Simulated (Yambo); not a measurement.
G0W0@PBEsol for CO₂ (space group P4_2/mnm, No. 136) in Yambo (4×4×4 mesh, 7 Ry block, plasmon pole, screening fixed), without a terminator:

```
bands N in G  gap A → Γ (eV)  shift of the valence edge (eV)
------------  --------------  ------------------------------
46                    10.061                          -1.637
79                    10.126                          -1.913
121                   10.213                          -2.067
```

**Question.** Extrapolate both columns to infinite N with E(N) = E∞ + A/N, test the form, and compare with the terminator.

**Answer.** From two points, E∞ = (N2 E2 − N1 E1)/(N2 − N1). The two largest N give 10.38 eV for the gap and -2.36 eV for the shift; the two smallest give 10.22 eV and -2.30 eV. For the gap the slopes A are -7.2 and -20 eV: the form isn't reached, and its limit is uncertain. For the shift the slopes A are 30 and 35 eV: the 1/N form holds. With the Bruneval-Gonze terminator and 121 bands the run gives 10.31 eV and -2.28 eV, 0.07 eV and 0.08 eV from the extrapolated values: the terminator too is an estimate of the remainder. Block, mesh and the bands in W are held fixed.

Geometry relaxed with PBE+D3(BJ); primitive cell a = 4.378 Å, b = 4.378 Å, c = 4.767 Å, α = 90.00°, β = 90.00°, γ = 90.00°.

The structure is a Materials Project entry; no match was found in the copy of COD used, and its stability was not checked.

A shift is the quasiparticle energy of the state minus its PBEsol energy.
